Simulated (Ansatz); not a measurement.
Consider the following.

BN (h-BN type, space group P6_3/mmc)

```
BN
1.0
    2.50059     0.00000     0.00000
   -1.25029     2.16557     0.00000
    0.00000     0.00000     6.52585
B N
2 2
Direct
  0.33333   0.66667   0.25000
  0.66667   0.33333   0.75000
  0.33333   0.66667   0.75000
  0.66667   0.33333   0.25000
```

In each cell atom 1 (B, nearest neighbour N at 1.444 Å; its periodic images, 2.5 Å or more away, move with it) moves by s·(0.000, 1.000, 0.000) (towards the nearest neighbour), the rest being held.

Calculation: r2SCAN+rVV10 (plane waves to 500 eV, PAW, scalar-relativistic; Ansatz, a first-principles code). k mesh 12×12×4 (Γ-centred), Fermi-Dirac smearing 0.05 eV. The energy includes the smearing's −TS. Left out: 1 of 11 points, with atoms too close for the PAW data. BN was relaxed with its symmetry unable to fall. ΔE is measured from the undisplaced structure.

The scan covers s from -0.290 to 0.232 Å in 10 points.

Is the energy the same for displacements of ±0.232 Å, and if not, which side lies higher?

Not even: the positive side lies higher at ±0.232 Å. With its periodic images moving along, the atom's site symmetry in this cell is -6m2.

What is the energy change at s = 0.232 Å?

1472 meV/cell.

What force acts on the atom along the line at s = -0.290 Å?

6.53 eV/Å.

What is the force constant k = d²E/ds² of this move at s = 0?

42.1 eV/Å².

(A displaced cell: forces are minus the slopes of the energy, force constants its curvatures, and phonons follow from these.)
